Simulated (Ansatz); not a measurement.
AlCr2C:
```cif
data_C2Al2Cr4
_chemical_formula_sum 'Al2 Cr4 C2'
_space_group_name_H-M_alt 'P 1'
_space_group_IT_number 1
_cell_length_a 2.82261
_cell_length_b 2.82261
_cell_length_c 12.63164
_cell_angle_alpha 90.000
_cell_angle_beta 90.000
_cell_angle_gamma 120.000
loop_
_space_group_symop_operation_xyz
  'x, y, z'
loop_
_atom_site_label
_atom_site_type_symbol
_atom_site_fract_x
_atom_site_fract_y
_atom_site_fract_z
_atom_site_occupancy
Al1 Al 0.66667 0.33333 0.25000 1
Al2 Al 0.33333 0.66667 0.75000 1
Cr1 Cr 0.33333 0.66667 0.41548 1
Cr2 Cr 0.66667 0.33333 0.58452 1
Cr3 Cr 0.66667 0.33333 0.91548 1
Cr4 Cr 0.33333 0.66667 0.08452 1
C1 C 0.00000 0.00000 0.50000 1
C2 C 0.00000 0.00000 0.00000 1
```

Relaxed with r²SCAN.

### Question
Which orbitals make up the states near the Fermi level in r²SCAN (plane waves, PAW; program Ansatz)?

### Answer
Within 0.5 eV of the Fermi level: Cr 3d 91 %. Projections are on Löwdin-orthogonalised atomic valence shells; empty p or d shells of many metals are not among them.

### Question
Tabulate the density of states.

### Answer
States/eV per cell of 8 atoms, in 0.25 eV bins, energy from the Fermi level.

```tsv
E (eV)	total	Cr 3d	C 2p	Al 3p
-7.85	0.85	0.16	0.07	0.31
-7.60	1.16	0.27	0.19	0.36
-7.35	2.83	0.86	1.03	0.44
-7.10	2.91	0.92	1.22	0.35
-6.85	2.32	0.74	1.05	0.23
-6.60	2.59	0.88	1.22	0.20
-6.35	3.12	1.08	1.29	0.36
-6.10	2.74	0.91	1.05	0.40
-5.85	3.47	1.14	1.35	0.51
-5.60	3.36	1.22	1.32	0.42
-5.35	4.44	1.76	1.88	0.39
-5.10	7.31	2.96	3.41	0.49
-4.85	6.05	2.75	2.59	0.33
-4.60	4.29	2.09	1.51	0.34
-4.35	9.81	5.14	3.78	0.42
-4.10	0.73	0.31	0.07	0.18
-3.85	0.63	0.25	0.03	0.16
-3.60	0.93	0.35	0.04	0.28
-3.35	1.59	0.64	0.07	0.55
-3.10	6.10	3.82	0.20	1.50
-2.85	8.49	5.62	0.27	1.97
-2.60	6.08	4.16	0.16	1.35
-2.35	7.96	5.32	0.22	1.80
-2.10	5.96	4.47	0.15	0.97
-1.85	3.07	2.53	0.05	0.30
-1.60	3.49	3.07	0.03	0.21
-1.35	3.65	3.33	0.03	0.16
-1.10	3.74	3.38	0.06	0.22
-0.85	5.11	4.69	0.09	0.23
-0.60	4.49	4.14	0.08	0.19
-0.35	6.75	6.38	0.07	0.20
-0.10	5.29	4.89	0.07	0.20
0.15	6.83	6.17	0.12	0.24
0.40	6.57	5.77	0.26	0.21
0.65	6.57	6.00	0.19	0.10
0.90	12.72	11.72	0.33	0.22
1.15	5.99	5.17	0.24	0.30
1.40	6.45	5.11	0.48	0.57
1.65	5.16	3.68	0.39	0.83
1.90	4.11	2.77	0.28	0.84
2.15	1.92	1.06	0.23	0.49
2.40	2.21	1.10	0.45	0.46
2.65	3.15	1.48	0.61	0.64
2.90	3.47	1.49	0.52	0.53
3.15	5.70	2.62	1.23	0.56
3.40	4.82	2.17	1.08	0.51
3.65	5.22	2.30	1.20	0.52
3.90	5.12	2.19	1.40	0.56
4.15	4.70	1.92	1.32	0.54
4.40	4.83	1.67	0.99	0.61
4.65	4.98	1.57	0.95	0.69
```

Space group P6_3/mmc. Symmetry was held in the r²SCAN relaxation. The run is not spin-polarised.

Potentials: the later of the program's two PAW sets.
